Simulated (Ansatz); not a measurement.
Relaxed Au (fcc, Cu type):

```xyz
4
Lattice="4.1573 0.0000 0.0000 0.0000 4.1573 0.0000 0.0000 0.0000 4.1573" Properties=species:S:1:pos:R:3 pbc="T T T"
Au     0.0000     0.0000     0.0000
Au     2.0786     2.0786     0.0000
Au     2.0786     0.0000     2.0786
Au     0.0000     2.0786     2.0786
```

Scan: atom 3 (Au, nearest neighbour Au at 2.940 Å; its periodic images, 4.2 Å or more away, move with it) is displaced along Cartesian x, direction (1.000, 0.000, 0.000) in Cartesian axes, by s. The other atoms stay.

The numbers are results of PBE (plane waves to 420 eV, PAW, scalar-relativistic; Ansatz, an electronic-structure program), not measurements. k mesh 9×9×9 (Γ-centred), Fermi-Dirac smearing 0.05 eV. E stands for the smeared free energy. With partly filled bands, energies and forces of such displacements shift with the k mesh and the smearing. Au was relaxed with its symmetry unable to fall. Spin-orbit coupling is left out, though Au is heavy. The PAW data are Ansatz's earlier set. ΔE is measured from the undisplaced structure. The last digit holds for this mesh only.

```csv
s (Å),ΔE (meV/cell)
-0.290,238.6
-0.232,149.6
-0.174,82.8
-0.116,withheld
-0.058,9.0
0.000,0.0
0.058,9.0
0.116,withheld
0.174,82.8
0.232,149.6
0.290,238.6
```

Problem. Fit an even polynomial form (powers 2, 4) to the given rows and predict ΔE at s = -0.116.

Solution. Least squares on the 9 given rows: ΔE = (2677)·s² + (1904)·s⁴, in meV/cell with s in Å; root-mean-square residual 0.01 meV/cell. At -0.116 the fit gives 36.4 meV/cell; the calculation gives 36.3 meV/cell, so the interpolation is off by 0.1 (+0.3 %). The quadratic term alone would give 36.0 meV/cell.

(For displaced atoms, the force is minus the slope of the energy, and its curvature is a force constant, which sets phonon frequencies.)
